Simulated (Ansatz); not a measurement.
**Response of Cu3Pd to small distortions**

```
Cu Pd
1.0
     3.72200    0.00000    0.00000
     0.00000    3.72200    0.00000
     0.00000    0.00000    3.72200
Cu Pd
3 1
Direct
  0.00000 0.50000 0.50000
  0.50000 0.00000 0.50000
  0.50000 0.50000 0.00000
  0.00000 0.00000 0.00000
```

Atom numbers follow the list: Cu1, Cu2, Cu3, Pd4.

The cell comes from COD entry 1524619, which wasn't checked; take it as a given geometry. It differs from other determinations.

Spin polarisation is left out, and whether a magnetic state lies lower isn't shown here.

Level of theory: DFT, PBEsol, PAW with Ansatz's default frozen-core files, scalar-relativistic (Ansatz 0.2.0).

Sampling and basis: a Γ-centred 9×9×9 k mesh, Fermi–Dirac smearing of 0.05 eV, cutoff 420 eV, no spin polarisation; the PAW files were made with PBE, and the program remakes their frozen cores for this functional.

The unchanged cell is at -8.38 GPa.

In a metal, stresses and small energies carry noise from the k mesh.

x, y and z are the Cartesian axes of the cell as listed; fractional coordinates follow a strain, and an engineering shear is twice the off-diagonal strain component.

(1) One change gave: energy change +3.2 meV/atom; stress change (xx, yy, zz, yz, xz, xy) 0.18, 0.18, 0.18, 1.39, 1.39, 1.39 GPa, compression positive. Which change was it?
A. equal xy, yz and zx engineering shear strains of -1 %
B. equal xy, yz and zx engineering shear strains of +2 %
C. equal xy, yz and zx engineering shear strains of +1 %
D. equal xy, yz and zx engineering shear strains of -2 %

Results:

(1) D. For equal xy, yz and zx engineering shear strains of -1 %: energy change +0.8 meV/atom; stress change (xx, yy, zz, yz, xz, xy) 0.04, 0.04, 0.04, 0.69, 0.69, 0.69 GPa, compression positive. For equal xy, yz and zx engineering shear strains of +1 %: energy change +0.8 meV/atom; stress change (xx, yy, zz, yz, xz, xy) 0.05, 0.05, 0.05, -0.69, -0.69, -0.69 GPa, compression positive. For equal xy, yz and zx engineering shear strains of +2 %: energy change +3.1 meV/atom; stress change (xx, yy, zz, yz, xz, xy) 0.18, 0.18, 0.18, -1.40, -1.40, -1.40 GPa, compression positive.
